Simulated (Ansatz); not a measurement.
**AlCr2C, first-principles data**

AlCr2C:
```yaml
crystal:
  lattice:
    - [2.81250, 0.00000, 0.00000]
    - [-1.40625, 2.43570, 0.00000]
    - [0.00000, 0.00000, 12.59488]
  atoms:
    - { symbol: Al, position: [0.66667, 0.33333, 0.25000] }
    - { symbol: Al, position: [0.33333, 0.66667, 0.75000] }
    - { symbol: Cr, position: [0.33333, 0.66667, 0.41567] }
    - { symbol: Cr, position: [0.66667, 0.33333, 0.58433] }
    - { symbol: Cr, position: [0.66667, 0.33333, 0.91567] }
    - { symbol: Cr, position: [0.33333, 0.66667, 0.08433] }
    - { symbol: C, position: [0.00000, 0.00000, 0.50000] }
    - { symbol: C, position: [0.00000, 0.00000, 0.00000] }
```

Space group P6_3/mmc (No. 194); conventional cell a = b = 2.8125 Å, c = 12.5949 Å, α = β = 90.00°, γ = 120.00°.

Method: PBEsol in the plane-wave PAW code Ansatz. The cell and atoms are relaxed at this level. Other levels are named where they apply.

Cell and energy:

- Volume per atom = 10.79 Å³
- Density = 5.50 g/cm³
- Formation energy from the elements (no fitted shifts) = -0.23 eV/atom

Electronic structure:

- Electronic character = metallic (no gap)
- Density of states at the Fermi level = 0.72 states/eV per atom (mean over ±0.08 eV)

Mechanics:

* **Bulk modulus (Birch–Murnaghan fit)**: 201 GPa
* **Pressure derivative B′**: 4.3
* **Elastic constants (relaxed ions, GPa)**: C11 = 388, C12 = 88.0, C13 = 119, C33 = 385, C44 = 144
* **Mechanical stability**: stable (all eigenvalues of C positive)
* **Hill bulk and shear moduli**: 201 and 143 GPa
* **Young's modulus**: 347 GPa
* **Poisson's ratio**: 0.21
* **Debye temperature from the elastic constants**: 760 K

Phonons:

- Highest zone-centre frequency = 20.91 THz
- Zone-centre stability = no imaginary mode at Γ

Symmetry was held in the PBEsol relaxation. No spin polarisation was allowed. As this level gives no gap, shear constants depend on the k-mesh and smearing (Fermi–Dirac, 0.1 eV here). As this level gives no gap, phonon frequencies hold no LO–TO term and depend on the k-mesh and smearing (Fermi–Dirac, 0.1 eV here). On the denser mesh and wider smearing of the elastic run this cell carries a stress of 0.4 GPa. The references are the lowest solids computed at this level, not always the standard phases.

Potentials: the earlier of the program's two PAW sets. The files were generated under PBE; for other functionals the program regenerates the frozen cores, and for LDA and PBEsol the local potential too.
